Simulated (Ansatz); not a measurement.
Values for one crystal, relaxed and computed with r²SCAN in the plane-wave PAW code Ansatz; other levels are named.

| Quantity | Result |
|---|---|
| Volume per atom | 24.46 Å³ |
| Electronic character | metallic (no gap) |
| Density of states at the Fermi level | 0.46 states/eV per atom (mean over ±0.08 eV) |
| Formation energy from the elements (no fitted shifts) | -105 meV/atom |

Which of these materials gives this?
(A) CsHg2, Imma (Cs on 4e, Hg on 8h)
(B) BePd, CsCl type
(C) YMg3, Fm-3m (Y on 4a, Mg on 8c, Mg on 4b)
(D) YIn, CsCl type

C, YMg3, Fm-3m (Y on 4a, Mg on 8c, Mg on 4b)

The workflow started from a Materials Project entry (that database holds measured and hypothetical structures alike); the Crystallography Open Database copy checked does not list it. With Y and Mg taken as one species the cell has the higher symmetry Im-3m, so it may be an ordered model of a mixed-site phase. Whether it is the stable phase at ambient conditions was not checked. The cell was relaxed with r²SCAN under the symmetry of its start; its stability against distortions is not shown here. The run is not spin-polarised. The references are the lowest solids computed at this level, not always the standard phases. Spin–orbit coupling is left out wherever it is not named.

Potentials: the later of the program's two PAW sets.
